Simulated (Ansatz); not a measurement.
# How the vibrations of HfN change with volume

The calculation used DFT LDA, scalar-relativistic, plane waves, PAW in Ansatz. Settings: 420 eV plane-wave cutoff, Γ-centred 16×16×16 mesh, Fermi-Dirac smearing of 0.15 eV. No spin polarisation. Phonons by linear response, acoustic sum rule imposed.

Equilibrium structure at this level:
Space group Fm-3m (No. 225). a = 4.469 Å, b = 4.469 Å, c = 4.469 Å, α = 90.00°, β = 90.00°, γ = 90.00°
```json
{"atom": "Hf", "site": "4a", "symmetry": "m-3m", "x": "0.0000", "y": "0.0000", "z": "0.0000"}
{"atom": "N", "site": "4b", "symmetry": "m-3m", "x": "0.5000", "y": "0.0000", "z": "0.0000"}
```

In a metal, frequencies depend on the k mesh and the smearing, soft modes most. Spin–orbit coupling is left out, which can shift energies with elements as heavy as these.

Cells at 0.98 and 1.02 times the equilibrium volume were relaxed in shape and atoms; γ = −d ln ν / d ln V, modes matched by rank.

Q: Give the optical frequencies at Γ (cm⁻¹) at the three volumes and the mode Grüneisen parameters.

A:
```
0.98 V    V  1.02 V     γ  degeneracy
   534  514     495  1.92           3
```

Q: What pressures hold the two strained cells, and what bulk modulus follows?

A: 6.34 GPa at 0.98 V and -5.71 GPa at 1.02 V, so B = −dP/d ln V ≈ 301 GPa.